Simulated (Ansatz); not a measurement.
ZnO2:
```
CELL_PARAMETERS angstrom
      4.87263     0.00000     0.00000
      0.00000     4.87263     0.00000
      0.00000     0.00000     4.87263
ATOMIC_POSITIONS crystal
  Zn 0.00000 0.50000 0.50000
  Zn 0.50000 0.50000 0.00000
  Zn 0.50000 0.00000 0.50000
  Zn 0.00000 0.00000 0.00000
  O  0.41224 0.08776 0.91224
  O  0.58776 0.91224 0.08776
  O  0.08776 0.91224 0.41224
  O  0.91224 0.08776 0.58776
  O  0.91224 0.41224 0.08776
  O  0.08776 0.58776 0.91224
  O  0.58776 0.58776 0.58776
  O  0.41224 0.41224 0.41224
```

Relaxed with r²SCAN.

Q: Give the Bader charges and basin volumes of the independent atoms, the program Ansatz at the r²SCAN level (PAW).

A: 

```json
[
 {"atom": "Zn1", "Bader charge (e)": "+1.39", "Bader volume (Å³)": "8.7"},
 {"atom": "O5", "Bader charge (e)": "-0.70", "Bader volume (Å³)": "10.1"}
]
```

Space group Pa-3. The first step of the workflow began from a Materials Project structure, measured or hypothetical; the Crystallography Open Database copy checked does not list it. Its standing as an ambient phase is unchecked. Symmetry was held in the r²SCAN relaxation; its stability against distortions is not shown here.

Potentials: the later of the program's two PAW sets.
